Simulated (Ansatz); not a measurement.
A geometry of Sb away from equilibrium: the start of the relaxation of a relaxed Sb cell displaced along its unstable phonon at q = (½, ½, ½) of its primitive reciprocal cell (130i cm⁻¹), largest move 0.15 Å. Method: r2SCAN (plane waves to 500 eV, PAW, scalar-relativistic; Ansatz, a program for electronic structure). Γ-centred k-mesh 11×11×11 on the run's cell (coarser than for final values), Fermi–Dirac smearing 0.05 eV.

```xyz
2
Lattice="6.1688 0.0000 0.0000 3.0844 3.0844 0.0000 3.0844 0.0000 3.0844" Properties=species:S:1:pos:R:3 pbc="T T T"
Sb     0.0000     0.0000    -0.1500
Sb     3.0844     0.0000     0.1500
```

Task: Predict the force on each atom, in eV/Å.

Result: 
```csv
atom,Fx,Fy,Fz
Sb1,0.00,0.00,0.29
Sb2,0.00,0.00,-0.29
```

Task: What is the pressure?

Result: +2.4 GPa, compression positive.

Task: How far above the relaxed end point is this geometry?

Result: 0.01 eV/atom; the path ends in I4/mmm (No. 139).

No spin polarisation in the result.

The run could not lose the symmetry of its start, so the end can be a saddle point.

The end of the path is a generated cell of Sb: the first start was made by placing the elements on the sites of a structure type, and the end was not matched to a known phase here, so it may be hypothetical. Known forms of Sb include space group No. 166.
